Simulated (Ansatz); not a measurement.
La2Sb:
```
La2Sb
1.0
   -2.32607     2.32607     9.15561
    2.32607    -2.32607     9.15561
    2.32607     2.32607    -9.15561
Sb La
2 4
Cartesian
  0.00000   0.00000   2.52927
  0.00000   0.00000  15.78196
  0.00000   2.32607   0.00000
  2.32607   0.00000   0.00000
  0.00000   0.00000   5.87624
  0.00000   0.00000  12.43499
```

Relaxed with r²SCAN.

Problem. Map the electron localisation function on the plane through (0.138, 0.138, 0.000) spanned by u = [1, 1, 0] and v = [1, 0, 1] in lattice vectors, from DFT-r²SCAN in the program Ansatz with PAW potentials.

Solution. x is the fraction of u, y of v (the angle between them is 90°; rows are the nearest grid lines); atoms in the plane: Sb at (0.00, 0.00), Sb at (0.72, 0.00), La at (0.86, 0.50), La at (0.36, 0.50), La at (0.18, 0.00), La at (0.54, 0.00).
```
|  =*.%% .@+:##**##:+. %#.*=   =#+++*#=  |
|  =*.%% -@+:##++##:+: @#.#=   =#++++#=  |
| .=#.#@=#@=:**==**:=*+@*.#=. .=#=--=#=. |
|.-+#.+@@@@::+=::=+::@@@+.#+:.-+*-::-*+-.|
|-=*#.-@@@#.:=-::-=:.@@@-.#*=-=*=....+*=-|
|=+#*..#@%- :::--::: %@#.:*#+=+*:.--.:*+=|
|*##*:.-+=. .:=**=:. =+-.:*##*#*.-##:.*#*|
|###+:....  .:#@@#:. ....-+####-.*@@*.=##|
|**+=-.    ..-@@@@-..   .-=+***.:%@@%::**|
|+====-.  .. +@##@= .  .-====+=.=@##@-.=+|
|-::-==:.... *@--@* ...:==-::-: *@--@+ :-|
|..:-+=-.... #@  @* ...-++-.... #@  @* ..|
|..:-+=-.... #@  @* ...-++-.... #@  @* ..|
|-::-==:.... *@--@* ...:==-::-: *@--@+ :-|
|+====-.  .. +@##@= .  .-====+=.=@##@-.=+|
|**+=-.    ..-@@@@-..   .-=+***.:%@@%::**|
|###+:....  .:#@@#:. ....-+####-.*@@*.=##|
|*##*:.-+=. .:=**=:. =+-.:*##*#*.-##:.*#*|
|=+#*..#@%- :::--::: %@#.:*#+=+*:.--.-*+=|
|-=*#.-@@@#.:=-::-=:.@@@-.#*=-=*=....+*=-|
|.-+#.+@@@@::+=::=+::@@@+.#+:.-+*-::-*+-.|
| .=#.#@=#@=:**==**:=*+@*.#=. .=#=--=#=. |
|  =*.%% -@+:##++##:+: @#.#=   =#++++#=  |
|  =*.%% .@+:##**##:+. %#.*=   =#+++*#=  |
```
Scale: ten equal steps from 0.000 (start of ' ') to 0.859 (end of '@'), in the order ' .:-=+*#%@'; x runs from 0.000 to 1.00, y from 0.000 (bottom) to 1.00 (top).

The density is the valence pseudo-density with augmentation charge, so density and ELF within about 1 Å of a nucleus are not all-electron values.

Space group I4/mmm. The workflow started from an entry of the Crystallography Open Database (COD). Whether it is the stable phase at ambient conditions was not checked. Symmetry was held in the r²SCAN relaxation; its stability against distortions is not shown here. Scalar-relativistic: spin–orbit coupling is off unless named, which matters more the heavier the elements.

Potentials: the later of the program's two PAW sets.
